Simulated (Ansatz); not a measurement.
What settings do to one calculation: wurtzite alloy of ZnO and MgO (2 of 8 Zn sites exchanged), 16 atoms with displaced atoms

Ansatz (PAW, plane waves), atoms fixed. The base input:

```yaml
crystal:
  lattice:
    - [6.504498, 0.000000, 0.000000]
    - [0.000000, 5.633060, 0.000000]
    - [0.000000, 0.000000, 5.155713]
  atoms:
    - { symbol: Zn, position: [0.263713, 0.148617, 0.502225] }
    - { symbol: Zn, position: [0.745443, 0.179782, 0.481657] }
    - { symbol: Zn, position: [0.489803, 0.663144, 0.476303] }
    - { symbol: Zn, position: [0.015162, 0.323167, 0.006136] }
    - { symbol: Zn, position: [0.240883, 0.832193, 0.017948] }
    - { symbol: Zn, position: [0.734816, 0.821391, 0.006615] }
    - { symbol: Mg, position: [0.998777, 0.684720, 0.485720] }
    - { symbol: Mg, position: [0.481135, 0.332736, 0.993291] }
    - { symbol: O, position: [0.985096, 0.367942, 0.348379] }
    - { symbol: O, position: [0.482096, 0.353326, 0.376323] }
    - { symbol: O, position: [0.285565, 0.827675, 0.388880] }
    - { symbol: O, position: [0.753930, 0.825637, 0.384324] }
    - { symbol: O, position: [0.263399, 0.152207, 0.888579] }
    - { symbol: O, position: [0.029436, 0.643413, 0.892295] }
    - { symbol: O, position: [0.747990, 0.174803, 0.892334] }
    - { symbol: O, position: [0.465663, 0.667093, 0.891920] }
kpoints:
  mp_grid: { grid: [2, 2, 2], shift: [0.5, 0.5, 0.5] }
hamiltonian:
  xc: pbesol
scf:
  occupations: { method: fermi_dirac, width: 0.01 }
output:
  forces: true
  eigenvalues: true
  stress: true
  populations: true
```

Command:

```sh
ansatz run in.yaml --threads 8 --pin off --max-ram 13300MiB --runs-dir r --events-out ev --progress --plain
```

It converged in 9 iterations and 1 s of wall time on a shared host; largest force component 5.09 eV/Å, pressure 4.87 GPa. The cutoff was the default, 420 eV. The base isn't a converged reference: it has few k points, and its atoms are unrelaxed. Each run below changes the keys shown and caps the iterations.

```
run                                                    changed     ending  iterations  free energy less the base (meV per atom)  rms change of forces (eV/Å)  change of pressure (GPa)  wall time (s, shared host)
  1                               ecutrho_ratio 3, max_iter 80  converged           9                                       0.0                        0.000                      0.00                       1 CPU
  2                                  width 0.1 eV, max_iter 60  converged           9                                       0.0                        0.000                      0.00                     0.8 CPU
  3                             occupations fixed, max_iter 90  converged           9                                       0.0                        0.000                      0.00                     0.8 CPU
  4                                 accuracy high, max_iter 70  converged          13                                       0.0                        0.000                      0.00                       1 CPU
  5                               max_iter 90, total_charge -2  converged          13                                other zero                        0.501                      3.41                     1.4 CPU
  6  xc_grid 3 (2 is the default), max_iter 70, total_charge 1  converged          30                                other zero                        0.302                      0.53                     2.2 CPU
```

«Other zero»: another functional, charge or dispersion term moves the zero of energy, so the difference says nothing of accuracy.

Problem. Which changes leave the result alone, and which of the same physical model moves the forces most?

Solution. The forces move by under 0.002 eV/Å in runs 1, 2, 3, 4. Among the runs with the same functional, charge and dispersion term, none moves them by over 0.01 eV/Å.
